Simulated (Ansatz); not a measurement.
Cu:
```
Cu
1.0
    2.40677     0.00000     0.00000
    0.00000     2.40677     0.00000
    0.00000     0.00000     2.40677
Cu
1
Direct
  0.00000   0.00000   0.00000
```

Relaxed with PBE. Special points in fractions of this cell's reciprocal vectors: Γ (0.000, 0.000, 0.000); X (0.000, 0.500, 0.000); M (0.500, 0.500, 0.000); R (0.500, 0.500, 0.500).

### Question
List the band energies nearest the Fermi level at these points for PBE in the plane-wave PAW code Ansatz.

### Answer
In eV from the Fermi level; about four levels below and three above (degenerate sets whole), none deeper than 8.9 eV; … stands for higher levels left out; points with the same levels are listed once.

```tsv
k	below	above
Γ	-3.76 -3.76 -1.26 -1.26 -1.26	…
X	-2.03 -2.03 -1.32 -1.20	…
M	-3.22 -1.88 -1.88 -0.72	…
R	-3.44 -3.44 -3.44 -0.68 -0.68	…
```

Space group Pm-3m (simple cubic). The start of the workflow was typed in or built on a structure type; neither database checked (COD, Materials Project) lists it. It is not the phase usual at ambient conditions (space group No. 225). Symmetry was held in the PBE relaxation; whether a distortion lowers the energy is not shown. The run is not spin-polarised.

Potentials: the later of the program's two PAW sets.
